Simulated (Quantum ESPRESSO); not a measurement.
# Ga2AlInP4: one run as intended and one with a planted mistake

A calculation, not a measurement. The program is pw.x of Quantum ESPRESSO 7.5 (plane-wave density functional theory). The cell is made up: 8 atoms on a zincblende/diamond lattice, with randomly drawn elements, strain and displacements, not relaxed. PseudoDojo standard norm-conserving files (v0.5 for PBE, v0.4.1 for LDA and PBEsol) set the functional; there is no spin polarisation, spin-orbit coupling or dispersion term, and the masses in the input are unused placeholders.

Intended input:

```
&control calculation='scf', pseudo_dir='./dojo.nc.sr.pbe.v0_5.standard.upf', outdir='./o', disk_io='medium', tprnfor=.true., tstress=.true. /
&system ibrav=0, nat=8, ntyp=4, nbnd=37, ecutwfc=79.96652505, nosym=.true., tot_charge=0,
 occupations='smearing', smearing='fd', degauss=0.0018374661
/
&electrons conv_thr=7.350e-09, electron_maxstep=60, /
ATOMIC_SPECIES
Al 1.0 Al.upf
Ga 1.0 Ga.upf
In 1.0 In.upf
P 1.0 P.upf
CELL_PARAMETERS angstrom
5.7198 0.0145 0.001
0.0145 5.6304 -0.0697
0.001 -0.0697 5.5802
ATOMIC_POSITIONS angstrom
Ga 0.0838 0.0117 -0.0363
Al 0.0338 2.7978 2.7874
In 2.8587 0.0137 2.7832
Ga 2.8527 2.7876 0.011
P 1.4212 1.4137 1.3704
P 1.4467 4.1747 4.1562
P 4.293 1.3854 4.1696
P 4.3168 4.2283 1.3196
K_POINTS automatic
4 4 4 1 1 1
```

The log is shortened where brackets say so; the opening notice, blank lines, dates and the lines on written files are dropped, and the path of the files is cut. It prints rydbergs, bohrs and kilobars, and counts compression as positive stress.

Log of the intended run:

```
     Program PWSCF v.7.5
     Parallel version (MPI & OpenMP), running on       1 processor cores
     Number of MPI processes:                 1
     Threads/MPI process:                     1
     [start-up lines left out]
     bravais-lattice index     =            0
     lattice parameter (alat)  =      10.8089  a.u.
     unit-cell volume          =    1212.5410 (a.u.)^3
     number of atoms/cell      =            8
     number of atomic types    =            4
     number of electrons       =        62.00
     number of Kohn-Sham states=           37
     kinetic-energy cutoff     =      79.9665  Ry
     charge density cutoff     =     319.8661  Ry
     scf convergence threshold =      7.3E-09
     mixing beta               =       0.7000
     number of iterations used =            8  plain     mixing
     Exchange-correlation= PBE
                           (   1   4   3   4   0   0   0)
     [axes and pseudopotential details left out]
   Cartesian axes
     site n.     atom                  positions (alat units)
         1        Ga     tau(   1) = (   0.0146508   0.0020455  -0.0063464  )
         2        Al     tau(   2) = (   0.0059093   0.4891414   0.4873232  )
         3        In     tau(   3) = (   0.4997886   0.0023952   0.4865889  )
         4        Ga     tau(   4) = (   0.4987396   0.4873581   0.0019231  )
         5        P      tau(   5) = (   0.2484694   0.2471582   0.2395880  )
         6        P      tau(   6) = (   0.2529276   0.7298658   0.7266315  )
         7        P      tau(   7) = (   0.7505483   0.2422105   0.7289742  )
         8        P      tau(   8) = (   0.7547093   0.7392367   0.2307066  )
     number of k points=    32  Fermi-Dirac smearing, width (Ry)=  0.0018
                       cart. coord. in units 2pi/alat
        k(    1) = (   0.1246526   0.1282698   0.1297074), wk =   0.0625000
        k(    2) = (   0.1245997   0.1314427   0.3860021), wk =   0.0625000
     [further k points left out]
     Dense  grid:   117053 G-vectors     FFT dimensions: (  64,  64,  64)
     Estimated max dynamical RAM per process >     156.97 MB
     Initial potential from superposition of free atoms
     starting charge      61.9877, renormalised to      62.0000
     Starting wfcs are   47 randomized atomic wfcs
     total cpu time spent up to now is       11.6 secs
     per-process dynamical memory:    92.7 Mb
     Self-consistent Calculation
     iteration #  1     ecut=    79.97 Ry     beta= 0.70
     Davidson diagonalization with overlap
     ethr =  1.00E-02,  avg # of iterations =  4.0
     Threshold (ethr) on eigenvalues was too large:
     Diagonalizing with lowered threshold
     Davidson diagonalization with overlap
     ethr =  5.41E-04,  avg # of iterations =  2.0
     total cpu time spent up to now is       56.5 secs
     total energy              =    -498.94672317 Ry
     estimated scf accuracy    <       0.34387662 Ry
     iteration #  2     ecut=    79.97 Ry     beta= 0.70
     Davidson diagonalization with overlap
     ethr =  5.55E-04,  avg # of iterations =  2.5
     total cpu time spent up to now is       80.3 secs
     total energy              =    -499.03155511 Ry
     estimated scf accuracy    <       0.08041974 Ry
     [iterations 3 to 8 left out]
     iteration #  9     ecut=    79.97 Ry     beta= 0.70
     Davidson diagonalization with overlap
     ethr =  1.15E-10,  avg # of iterations =  4.5
     total cpu time spent up to now is      268.0 secs
     total energy              =    -499.04699069 Ry
     estimated scf accuracy    <       0.00000006 Ry
     iteration # 10     ecut=    79.97 Ry     beta= 0.70
     Davidson diagonalization with overlap
     ethr =  9.35E-11,  avg # of iterations =  2.0
     total cpu time spent up to now is      286.8 secs
     End of self-consistent calculation
     [lines on levels left out]
!    total energy              =    -499.04699069 Ry
     estimated scf accuracy    <          2.0E-09 Ry
     smearing contrib. (-TS)   =      -0.00000000 Ry
     internal energy E=F+TS    =    -499.04699069 Ry
     The total energy is F=E-TS. E is the sum of the following terms:
     one-electron contribution =    -237.10172474 Ry
     hartree contribution      =     160.30024664 Ry
     xc contribution           =    -142.40517278 Ry
     ewald contribution        =    -279.84033981 Ry
     convergence has been achieved in  10 iterations
     Forces acting on atoms (cartesian axes, Ry/au):
     atom    1 type  2   force =    -0.03447375    0.00113978    0.00839754
     atom    2 type  1   force =    -0.02143882    0.00491372   -0.00830062
     atom    3 type  3   force =    -0.00623568   -0.01892201   -0.00052323
     atom    4 type  2   force =     0.00921100    0.01450053   -0.00717053
     atom    5 type  4   force =    -0.02753392    0.02900692   -0.01804125
     atom    6 type  4   force =    -0.00650036   -0.03244891    0.01232297
     atom    7 type  4   force =     0.04731414    0.03289359    0.03367276
     atom    8 type  4   force =     0.03965739   -0.03108361   -0.02035766
     Total force =     0.114615     Total SCF correction =     0.000105
     Computing stress (Cartesian axis) and pressure
          total   stress  (Ry/bohr**3)                   (kbar)     P=       -1.17
  -0.00006897  -0.00001667   0.00001010          -10.15       -2.45        1.49
  -0.00001667   0.00000436   0.00015129           -2.45        0.64       22.26
   0.00001010   0.00015129   0.00004072            1.49       22.26        5.99
     init_run     :     10.24s CPU     11.49s WALL (       1 calls)
     electrons    :    258.73s CPU    275.21s WALL (       1 calls)
     forces       :      3.09s CPU      3.13s WALL (       1 calls)
     stress       :     11.53s CPU     12.04s WALL (       1 calls)
     [timing details left out]
     PWSCF        :   4m43.76s CPU   5m 2.14s WALL
     JOB DONE.
```

A second run has one planted mistake: the cell and the positions are scaled by a wrong factor. The input lines that differ, file-writing options aside:

```
- 5.7198 0.0145 0.001
+ 5.8256 0.0148 0.001
- 0.0145 5.6304 -0.0697
+ 0.0148 5.7346 -0.071
- 0.001 -0.0697 5.5802
+ 0.001 -0.071 5.6834
- Ga 0.0838 0.0117 -0.0363
+ Ga 0.0854 0.0119 -0.037
- Al 0.0338 2.7978 2.7874
+ Al 0.0344 2.8496 2.839
- In 2.8587 0.0137 2.7832
+ In 2.9116 0.014 2.8347
- Ga 2.8527 2.7876 0.011
+ Ga 2.9055 2.8392 0.0112
- P 1.4212 1.4137 1.3704
+ P 1.4475 1.4399 1.3958
- P 1.4467 4.1747 4.1562
+ P 1.4735 4.2519 4.2331
- P 4.293 1.3854 4.1696
+ P 4.3724 1.411 4.2467
- P 4.3168 4.2283 1.3196
+ P 4.3967 4.3065 1.344
```

Its log:

```
     Program PWSCF v.7.5
     Parallel version (MPI & OpenMP), running on       1 processor cores
     Number of MPI processes:                 1
     Threads/MPI process:                     1
     [start-up lines left out]
     bravais-lattice index     =            0
     lattice parameter (alat)  =      11.0088  a.u.
     unit-cell volume          =    1281.0868 (a.u.)^3
     number of atoms/cell      =            8
     number of atomic types    =            4
     number of electrons       =        62.00
     number of Kohn-Sham states=           37
     kinetic-energy cutoff     =      79.9665  Ry
     charge density cutoff     =     319.8661  Ry
     scf convergence threshold =      7.3E-09
     mixing beta               =       0.7000
     number of iterations used =            8  plain     mixing
     Exchange-correlation= PBE
                           (   1   4   3   4   0   0   0)
     [axes and pseudopotential details left out]
   Cartesian axes
     site n.     atom                  positions (alat units)
         1        Ga     tau(   1) = (   0.0146594   0.0020427  -0.0063513  )
         2        Al     tau(   2) = (   0.0059050   0.4891497   0.4873302  )
         3        In     tau(   3) = (   0.4997924   0.0024032   0.4865921  )
         4        Ga     tau(   4) = (   0.4987453   0.4873645   0.0019225  )
         5        P      tau(   5) = (   0.2484715   0.2471669   0.2395969  )
         6        P      tau(   6) = (   0.2529345   0.7298624   0.7266352  )
         7        P      tau(   7) = (   0.7505469   0.2422060   0.7289698  )
         8        P      tau(   8) = (   0.7547181   0.7392348   0.2307051  )
     number of k points=    32  Fermi-Dirac smearing, width (Ry)=  0.0018
                       cart. coord. in units 2pi/alat
        k(    1) = (   0.1246523   0.1282682   0.1297084), wk =   0.0625000
        k(    2) = (   0.1246002   0.1314415   0.3860039), wk =   0.0625000
     [further k points left out]
     Dense  grid:   123741 G-vectors     FFT dimensions: (  64,  64,  64)
     Estimated max dynamical RAM per process >     164.52 MB
     Initial potential from superposition of free atoms
     starting charge      61.9877, renormalised to      62.0000
     Starting wfcs are   47 randomized atomic wfcs
     total cpu time spent up to now is       15.9 secs
     per-process dynamical memory:    96.5 Mb
     Self-consistent Calculation
     iteration #  1     ecut=    79.97 Ry     beta= 0.70
     Davidson diagonalization with overlap
     ethr =  1.00E-02,  avg # of iterations =  4.0
     Threshold (ethr) on eigenvalues was too large:
     Diagonalizing with lowered threshold
     Davidson diagonalization with overlap
     ethr =  5.32E-04,  avg # of iterations =  2.0
     total cpu time spent up to now is       71.7 secs
     total energy              =    -498.93689246 Ry
     estimated scf accuracy    <       0.33596821 Ry
     iteration #  2     ecut=    79.97 Ry     beta= 0.70
     Davidson diagonalization with overlap
     ethr =  5.42E-04,  avg # of iterations =  2.5
     total cpu time spent up to now is       98.3 secs
     total energy              =    -499.02114191 Ry
     estimated scf accuracy    <       0.08933727 Ry
     [iterations 3 to 8 left out]
     iteration #  9     ecut=    79.97 Ry     beta= 0.70
     Davidson diagonalization with overlap
     ethr =  1.04E-10,  avg # of iterations =  5.0
     total cpu time spent up to now is      318.5 secs
     total energy              =    -499.03801729 Ry
     estimated scf accuracy    <       0.00000009 Ry
     iteration # 10     ecut=    79.97 Ry     beta= 0.70
     Davidson diagonalization with overlap
     ethr =  1.04E-10,  avg # of iterations =  2.0
     total cpu time spent up to now is      341.6 secs
     End of self-consistent calculation
     [lines on levels left out]
!    total energy              =    -499.03801730 Ry
     estimated scf accuracy    <          4.9E-09 Ry
     smearing contrib. (-TS)   =      -0.00000000 Ry
     internal energy E=F+TS    =    -499.03801730 Ry
     The total energy is F=E-TS. E is the sum of the following terms:
     one-electron contribution =    -245.05028551 Ry
     hartree contribution      =     162.96718107 Ry
     xc contribution           =    -142.19697549 Ry
     ewald contribution        =    -274.75793737 Ry
     convergence has been achieved in  10 iterations
     Forces acting on atoms (cartesian axes, Ry/au):
     atom    1 type  2   force =    -0.02943296    0.00027889    0.00707345
     atom    2 type  1   force =    -0.01862442    0.00465455   -0.00759768
     atom    3 type  3   force =    -0.00381326   -0.01668987   -0.00086127
     atom    4 type  2   force =     0.00951919    0.01297661   -0.00628574
     atom    5 type  4   force =    -0.02390213    0.02529379   -0.01483595
     atom    6 type  4   force =    -0.00775475   -0.02772520    0.00989103
     atom    7 type  4   force =     0.04065770    0.02882863    0.02834400
     atom    8 type  4   force =     0.03335064   -0.02761740   -0.01572783
     Total force =     0.098502     Total SCF correction =     0.000192
     Computing stress (Cartesian axis) and pressure
          total   stress  (Ry/bohr**3)                   (kbar)     P=      -35.83
  -0.00030315  -0.00001631   0.00000993          -44.60       -2.40        1.46
  -0.00001631  -0.00023137   0.00012048           -2.40      -34.04       17.72
   0.00000993   0.00012048  -0.00019610            1.46       17.72      -28.85
     init_run     :     14.82s CPU     15.71s WALL (       1 calls)
     electrons    :    305.25s CPU    325.70s WALL (       1 calls)
     forces       :      3.96s CPU      4.03s WALL (       1 calls)
     stress       :     15.92s CPU     16.69s WALL (       1 calls)
     [timing details left out]
     PWSCF        :   5m40.24s CPU   6m 2.63s WALL
     JOB DONE.
```

|  | intended run | run with the mistake |
| --- | --- | --- |
| free energy (eV) | -6789.880 | -6789.758 |
| smearing term -TS (eV) | 0.0000 | 0.0000 |
| pressure (GPa) | -0.12 | -3.58 |
| largest force component (eV/Å) | 1.216 | 1.045 |
| largest change of a force component (eV/Å) |  | 0.171 |
| iterations | 10 | 10 |

For scale, a rerun of the intended cell at 1377 eV and a 6 x 6 x 6 mesh moved values by no more than 0.008 eV in energy, 0.02 GPa in stress and 0.002 eV/Å in force.